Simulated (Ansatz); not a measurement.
This run works on a generated trial structure, not on a known crystal.

Input and command of a plane-wave DFT calculation in Ansatz:

```yaml
crystal:
  lattice:
    - [3.9510907, -5.48873035, 0.0]
    - [3.9510907, 5.48873035, 0.0]
    - [0.0, 0.0, 3.95162447]
  atoms:
    - { symbol: Cd, position: [0.25312263, 0.25312263, 0.5] }
    - { symbol: Cd, position: [0.74687737, 0.74687737, 0.5] }
    - { symbol: Cd, position: [0.7399198, 0.2600802, 0.0] }
    - { symbol: Cd, position: [0.2600802, 0.7399198, 0.0] }
    - { symbol: Se, position: [0.5, 0.0, 0.5] }
    - { symbol: Se, position: [0.0, 0.5, 0.5] }
    - { symbol: Se, position: [0.0, 0.0, 0.0] }
basis:
  ecutwfc: 420
kpoints:
  mp_grid: { grid: [3, 3, 4] }
hamiltonian:
  xc: pbe
scf:
  occupations: { method: gaussian, width: 0.2 }
  lower_state_search: "off"
output:
  forces: true
  stress: true
  eigenvalues: true
relax:
  adjacent_minimum: "off"
  f_tol: 0.08
  max_steps: 16
  cell: { stress_tol: 0.8 }
```

```bash
ansatz run input.yaml --threads 1 --pin off --max-ram 2560MiB --backend cpu --events-out ev --progress --plain --runs-dir out
```

Processor: Intel(R) Xeon(R) 6975P-C (Granite Rapids), 1 thread, on a host shared with other jobs.

**Question.** Estimate time, memory and problem size.

**Answer.** About 61 s, peak memory 0.54 GiB. It solves 77 bands at 12 k points (after reduction by symmetry) with about 3605 plane waves (on the last cell), in 55 SCF iterations over 8 ionic steps.
